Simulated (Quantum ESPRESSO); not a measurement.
```xyz
2
Lattice="0.0000 2.8233 2.8233 2.8233 0.0000 2.8233 2.8233 2.8233 0.0000" Properties=species:S:1:pos:R:3 pbc="T T T"
Al     0.0000     0.0000     0.0000
As     1.4116     1.4116     1.4116
```

The PBEsol cell relaxed from Materials Project entry mp-2172 was given an isotropic strain of -0.5 % on all lattice vectors, and the atoms were relaxed again.

Q: What does norm-conserving PBE (stringent potentials; Quantum ESPRESSO, 104 Ry, no spin-orbit coupling) give for the electronic structure near the Fermi level?

A: The PBE gap is indirect, 1.43 eV, from Γ to X; the smallest direct gap is 2.11 eV. Spin-orbit splittings are left out.
